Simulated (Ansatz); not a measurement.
All numbers below come from Ansatz 0.2.0, DFT PBE, scalar-relativistic, plane waves, PAW. All cells share a 420 eV cutoff and Γ-centred k meshes spaced at most about 0.3 Å⁻¹ (about 0.25 or finer for metals, 2π included). No spin polarisation in the final relaxations.

All energies are static (0 K, no zero-point motion). All come from trial cells, and lower structures may exist.

Question: These unrelaxed guesses for In₃As are each relaxed within their symmetry. Order them by the energy at which they end, lowest first.
A.

```cif
data_structure
_symmetry_space_group_name_H-M 'P-6m2'
_symmetry_Int_Tables_number 187
_cell_length_a 3.1720
_cell_length_b 3.1720
_cell_length_c 9.8427
_cell_angle_alpha 90.000
_cell_angle_beta 90.000
_cell_angle_gamma 120.000
_cell_volume 85.77
loop_
_atom_site_label
_atom_site_type_symbol
_atom_site_symmetry_multiplicity
_atom_site_Wyckoff_symbol
_atom_site_fract_x
_atom_site_fract_y
_atom_site_fract_z
_atom_site_occupancy
In1 In 1 f 0.66667 0.33333 0.50000 1
In2 In 2 h 0.33333 0.66667 0.24192 1
As1 As 1 e 0.66667 0.33333 0.00000 1
```

B.

```cif
data_structure
_symmetry_space_group_name_H-M 'P6mm'
_symmetry_Int_Tables_number 183
_cell_length_a 4.2562
_cell_length_b 4.2562
_cell_length_c 7.1769
_cell_angle_alpha 90.000
_cell_angle_beta 90.000
_cell_angle_gamma 120.000
_cell_volume 112.59
loop_
_atom_site_label
_atom_site_type_symbol
_atom_site_symmetry_multiplicity
_atom_site_Wyckoff_symbol
_atom_site_fract_x
_atom_site_fract_y
_atom_site_fract_z
_atom_site_occupancy
In1 In 2 b 0.33333 0.66667 0.76534 1
In2 In 1 a 0.00000 0.00000 0.75267 1
As1 As 1 a 0.00000 0.00000 0.02528 1
```

C.

```cif
data_structure
_symmetry_space_group_name_H-M 'I4/mmm'
_symmetry_Int_Tables_number 139
_cell_length_a 4.5521
_cell_length_b 4.5521
_cell_length_c 9.0371
_cell_angle_alpha 90.000
_cell_angle_beta 90.000
_cell_angle_gamma 90.000
_cell_volume 187.26
loop_
_atom_site_label
_atom_site_type_symbol
_atom_site_symmetry_multiplicity
_atom_site_Wyckoff_symbol
_atom_site_fract_x
_atom_site_fract_y
_atom_site_fract_z
_atom_site_occupancy
In1 In 4 d 0.00000 0.50000 0.25000 1
In2 In 2 b 0.50000 0.50000 0.00000 1
As1 As 2 a 0.00000 0.00000 0.00000 1
```

D.

```cif
data_structure
_symmetry_space_group_name_H-M 'Im-3m'
_symmetry_Int_Tables_number 229
_cell_length_a 6.2083
_cell_length_b 6.2083
_cell_length_c 6.2083
_cell_angle_alpha 90.000
_cell_angle_beta 90.000
_cell_angle_gamma 90.000
_cell_volume 239.29
loop_
_atom_site_label
_atom_site_type_symbol
_atom_site_symmetry_multiplicity
_atom_site_Wyckoff_symbol
_atom_site_fract_x
_atom_site_fract_y
_atom_site_fract_z
_atom_site_occupancy
In1 In 6 b 0.50000 0.00000 0.00000 1
As1 As 2 a 0.00000 0.00000 0.00000 1
```

Answer: C (ends in I4/mmm, TiAl3 (D0_22) type, 0 meV/atom), D (ends in Im-3m, 30 meV/atom), A (ends in P-6m2, 44 meV/atom), B (ends in P6mm, 137 meV/atom). Even the lowest end lies +0.08 eV/atom against the elements.

The k mesh leaves some 4 meV/atom of noise in the energy of each metallic cell. Cells relaxed within their symmetry can be saddle points. Some structure types and database cells were kept out of the candidates from the start, so a known form may be missing.
